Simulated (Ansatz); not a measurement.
ScAl$_{2}$:
```xyz
3
Lattice="-1.5686 1.5686 5.5660 1.5686 -1.5686 5.5660 1.5686 1.5686 -5.5660" Properties=species:S:1:pos:R:3 pbc="T T T"
Sc     0.0000     0.0000     0.0000
Al     0.0000     0.0000     3.5881
Al     0.0000     0.0000     7.5438
```

Relaxed with r²SCAN. Special points in fractions of this cell's reciprocal vectors: Γ (0.000, 0.000, 0.000); X (0.000, 0.000, 0.500); P (0.250, 0.250, 0.250); N (0.000, 0.500, 0.000); M (0.500, 0.500, -0.500); S (0.270, 0.730, -0.270); S0 (-0.270, 0.270, 0.270); R (-0.040, 0.040, 0.500); G (0.500, 0.500, -0.040).

Task: List the band energies nearest the Fermi level at these points for DFT-r²SCAN in the program Ansatz with PAW potentials.

Result: In eV from the Fermi level; about four levels below and three above (degenerate sets whole), none deeper than 8.9 eV; points with the same levels are listed once.

```json
[
 {"k": "Γ", "below": "-4.78 -4.13 -0.03", "above": "2.04 2.04 2.28"},
 {"k": "X", "below": "-3.02 -1.58 -1.21 -0.95", "above": "0.57 2.03 2.81"},
 {"k": "P", "below": "-1.95 -0.66 -0.33 -0.33", "above": "1.79 3.21 3.21"},
 {"k": "N", "below": "-6.27 -3.06 -2.77 -0.23", "above": "2.19 2.28 2.58"},
 {"k": "M", "below": "-7.19 -0.55 -0.13", "above": "0.79 2.49 2.49"},
 {"k": "S", "below": "-5.84 -3.84 -2.06 -0.11", "above": "1.92 2.21 2.99"},
 {"k": "R", "below": "-2.98 -1.31 -1.04 -0.91", "above": "0.57 1.84 3.10"}
]
```

Space group I4/mmm (MoSi2 or CaC2 type). The cell is a constructed one: a structure type filled with these elements; neither database checked (COD, Materials Project) lists it. Its standing as an ambient phase is unchecked. Symmetry was held in the r²SCAN relaxation; whether a distortion lowers the energy is not shown. No spin polarisation was allowed.

Potentials: the earlier of the program's two PAW sets.
